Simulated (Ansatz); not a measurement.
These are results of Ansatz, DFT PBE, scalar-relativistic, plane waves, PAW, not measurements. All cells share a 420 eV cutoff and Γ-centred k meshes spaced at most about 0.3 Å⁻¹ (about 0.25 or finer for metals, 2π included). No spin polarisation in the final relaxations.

These are static total energies at zero pressure. Lower structures may exist.

Problem. Which of these relaxed structures of In3Cu is the lowest in energy?
A.

```cif
data_structure
_symmetry_space_group_name_H-M 'Pm-3m'
_symmetry_Int_Tables_number 221
_cell_length_a 4.4976
_cell_length_b 4.4976
_cell_length_c 4.4976
_cell_angle_alpha 90.000
_cell_angle_beta 90.000
_cell_angle_gamma 90.000
_cell_volume 90.98
loop_
_atom_site_label
_atom_site_type_symbol
_atom_site_symmetry_multiplicity
_atom_site_Wyckoff_symbol
_atom_site_fract_x
_atom_site_fract_y
_atom_site_fract_z
_atom_site_occupancy
In1 In 3 c 0.00000 0.50000 0.50000 1
Cu1 Cu 1 a 0.00000 0.00000 0.00000 1
```

B.

```cif
data_structure
_symmetry_space_group_name_H-M 'P6_3/mmc'
_symmetry_Int_Tables_number 194
_cell_length_a 7.0754
_cell_length_b 7.0754
_cell_length_c 4.3746
_cell_angle_alpha 90.000
_cell_angle_beta 90.000
_cell_angle_gamma 120.000
_cell_volume 189.66
loop_
_atom_site_label
_atom_site_type_symbol
_atom_site_symmetry_multiplicity
_atom_site_Wyckoff_symbol
_atom_site_fract_x
_atom_site_fract_y
_atom_site_fract_z
_atom_site_occupancy
In1 In 6 h 0.36441 0.18220 0.75000 1
Cu1 Cu 2 d 0.66667 0.33333 0.25000 1
```

C.

```cif
data_structure
_symmetry_space_group_name_H-M 'Pm-3m'
_symmetry_Int_Tables_number 221
_cell_length_a 5.1036
_cell_length_b 5.1036
_cell_length_c 5.1036
_cell_angle_alpha 90.000
_cell_angle_beta 90.000
_cell_angle_gamma 90.000
_cell_volume 132.93
loop_
_atom_site_label
_atom_site_type_symbol
_atom_site_symmetry_multiplicity
_atom_site_Wyckoff_symbol
_atom_site_fract_x
_atom_site_fract_y
_atom_site_fract_z
_atom_site_occupancy
In1 In 3 d 0.50000 0.00000 0.00000 1
Cu1 Cu 1 a 0.00000 0.00000 0.00000 1
```

D.

```cif
data_structure
_symmetry_space_group_name_H-M 'Im-3m'
_symmetry_Int_Tables_number 229
_cell_length_a 5.8735
_cell_length_b 5.8735
_cell_length_c 5.8735
_cell_angle_alpha 90.000
_cell_angle_beta 90.000
_cell_angle_gamma 90.000
_cell_volume 202.62
loop_
_atom_site_label
_atom_site_type_symbol
_atom_site_symmetry_multiplicity
_atom_site_Wyckoff_symbol
_atom_site_fract_x
_atom_site_fract_y
_atom_site_fract_z
_atom_site_occupancy
In1 In 6 b 0.50000 0.00000 0.00000 1
Cu1 Cu 2 a 0.00000 0.00000 0.00000 1
```

Solution. B. It has space group P6_3/mmc (No. 194); the next, A, with the Cu3Au (L1_2) type, space group Pm-3m (No. 221), lies 18 meV/atom higher. Counting all near atoms (those within 1.25 times the shortest distance at each site; a plus sign parts nearer from farther groups), the lowest has In 8+2, Cu 6+6 and the next has In 12, Cu 12. Even the lowest lies +0.16 eV/atom against the elements.

For metals, differences of a few meV/atom aren't resolved. The P6_3/mmc cell at 23.7 Å³/atom was relaxed from a Materials Project cell. The Pm-3m cell at 22.7 Å³/atom was relaxed from a Materials Project cell. Cells relaxed within their symmetry can be saddle points. Some types were kept out of the candidates beforehand, so the set may lack a known form.
